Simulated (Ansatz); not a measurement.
## Does relaxation matter for the field gradients of KB3H8?

Start: an entry of the Crystallography Open Database (COD), atoms as given.

Space group Cmcm (No. 63); a = 7.4256, b = 8.0809, c = 8.1959 Å.

```
site  Wyckoff  site symmetry       x       y       z
   K       4c            m2m  0.5000  0.8300  0.7500
  B3       8f            m..  0.5000  0.2213  0.6404
  B7       4c            m2m  0.5000  0.4107  0.7500
  H9      16h              1  0.3618  0.1605  0.5892
 H17       8f            m..  0.5000  0.3644  0.5769
 H21       8g            ..m  0.8631  0.9920  0.7500
```

One atom of each set is listed; the run and its k-mesh use a cell of 24 atoms with edges of 5.49, 5.49, 8.20 Å.

Level of theory: DFT, PBE, plane waves and PAW, scalar-relativistic, 420 eV cutoff, Γ-centred 6×6×4 k-points, Fermi–Dirac smearing 0.05 eV (Ansatz 0.2.0).

The largest force at the start is 0.056 eV/Å. Relaxing the ions at fixed cell moves them by 0.037 Å at most (atom 1, K) and 0.017 Å rms. End positions:

K (0.5000, 0.8346, 0.7500)
B3 (0.5000, 0.2195, 0.6404)
B7 (0.5000, 0.4088, 0.7500)
H9 (0.3618, 0.1589, 0.5890)
H17 (0.5000, 0.3626, 0.5770)
H21 (0.8630, 0.9901, 0.7500)

```json
{"site": "K", "moved (Å)": "0.037", "first shell before": "18 H at 2.91–3.29 Å; also 4 B at 3.23–3.29 Å", "first shell after": "18 H at 2.96–3.31 Å; also 4 B at 3.23–3.24 Å", "V_zz before (10²¹ V/m²)": "0.94", "η before": "0.52"}
{"site": "B3", "moved (Å)": "0.015", "first shell before": "3 H at 1.21–1.27 Å, 2 B at 1.77–1.80 Å", "first shell after": "3 H at 1.21–1.27 Å, 2 B at 1.77–1.80 Å", "V_zz before (10²¹ V/m²)": "1.00", "η before": "0.76"}
{"site": "B7", "moved (Å)": "0.015", "first shell before": "4 H at 1.21–1.47 Å, 2 B at 1.77 Å", "first shell after": "4 H at 1.21–1.47 Å, 2 B at 1.77 Å", "V_zz before (10²¹ V/m²)": "2.17", "η before": "0.55"}
{"site": "H9", "moved (Å)": "0.013", "first shell before": "1 B at 1.21 Å", "first shell after": "1 B at 1.21 Å", "V_zz before (10²¹ V/m²)": "1.84", "η before": "0.04"}
{"site": "H17", "moved (Å)": "0.015", "first shell before": "2 B at 1.27–1.47 Å, angle 81°", "first shell after": "2 B at 1.27–1.47 Å, angle 81°", "V_zz before (10²¹ V/m²)": "1.24", "η before": "0.74"}
{"site": "H21", "moved (Å)": "0.015", "first shell before": "1 B at 1.21 Å", "first shell after": "1 B at 1.21 Å", "V_zz before (10²¹ V/m²)": "1.83", "η before": "0.02"}
```

Question: What are V_zz and η after the relaxation?

Answer: 

```
site  V_zz after  η after  change of V_zz
   K        0.94     0.51            0.00
  B3        0.99     0.76           -0.01
  B7        2.17     0.56            0.00
  H9        1.84     0.03            0.00
 H17        1.24     0.74            0.00
 H21        1.84     0.02           +0.01
```

No V_zz moves by more than 0.01.
